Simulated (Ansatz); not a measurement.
Nb$_{3}$Sn in space group Fm-3m (No. 225; Sn on 4a, Nb on 4b, Nb on 8c) at seven volumes, DFT-PBE in the program Ansatz with PAW potentials, scaled uniformly. One row is withheld.

```csv
V (Å³/atom),P (GPa)
17.174,18.55
17.740,11.37
18.306,?
18.872,0.00
19.438,-4.47
20.004,-8.29
20.571,-11.55
```

Task: Fit the shown pressures and predict the withheld one.

Result: P = (3/2)B₀(x^(7/2) − x^(5/2))[1 + (3/4)(B′ − 4)(x − 1)] with x = (V₀/V)^(2/3). Least squares on the six rows gives V₀ = 18.872 Å³/atom, B₀ = 161 GPa, B′ = 4.25. At V = 18.306, x = 1.0205 and P = 5.23 GPa. The run itself gave 5.24 GPa.

The cell is a constructed one: a structure type filled with these elements; neither database checked (COD, Materials Project) lists it. It is not the phase usual at ambient conditions (space group No. 223). The cell was relaxed with PBE under the symmetry of its start; its stability against distortions is not shown here. No spin polarisation was allowed. Scalar-relativistic: spin–orbit coupling is off unless named, which matters more the heavier the elements.

Potentials: the earlier of the program's two PAW sets.
